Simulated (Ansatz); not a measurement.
## Profile along the As–Ga line in GaAs (zinc blende)

GaAs (zinc blende)

```cif
data_AsGa
_chemical_formula_sum 'As1 Ga1'
_space_group_name_H-M_alt 'P 1'
_space_group_IT_number 1
_cell_length_a 4.00696
_cell_length_b 4.00696
_cell_length_c 4.00696
_cell_angle_alpha 60.000
_cell_angle_beta 60.000
_cell_angle_gamma 60.000
loop_
_space_group_symop_operation_xyz
  'x, y, z'
loop_
_atom_site_label
_atom_site_type_symbol
_atom_site_fract_x
_atom_site_fract_y
_atom_site_fract_z
_atom_site_occupancy
As1 As 0.75000 0.75000 0.75000 1
Ga1 Ga 0.00000 0.00000 0.00000 1
```

Fields along a shortest As–Ga line of a {110} plane (2.45 Å), from As to Ga, interpolated on the slice's grid (step about 0.2 Å). Level of theory: r2SCAN (plane waves to 500 eV, PAW, scalar-relativistic; Ansatz, a program for electronic structure). k mesh 10×10×10. Inside the PAW spheres the values are not all-electron values, and peaks at nuclei hang on which shells count as valence. GaAs was relaxed with its symmetry unable to fall.

```tsv
distance from As (Å)	valence electron density (e/Å³)	electron localisation function	density of the highest valence band (e/Å³)	density of the lowest conduction band (e/Å³)
0.00	32.07	x	0.004	0.070
0.25	22.00	x	0.023	0.085
0.49	6.47	x	0.095	0.106
0.74	1.41	0.65	0.163	0.075
0.98	0.66	0.78	0.163	0.029
1.23	0.50	0.75	0.129	0.019
1.47	0.51	0.41	0.092	0.044
1.72	0.92	0.23	0.046	0.088
1.96	4.63	x	0.010	0.130
2.21	26.96	x	0.002	0.163
2.45	52.73	x	0.002	0.177
```

x: too close to a nucleus for the ELF to mean much. Band densities are of whole bands, smooth part only.

Density on the As–Ga line (2.45 Å) at its density minimum, 1.3 Å from As: 0.48 e/Å³. ELF at that point: 0.6. ELF maximum in the middle third of the As–Ga line: 0.80, 1.1 Å from As.
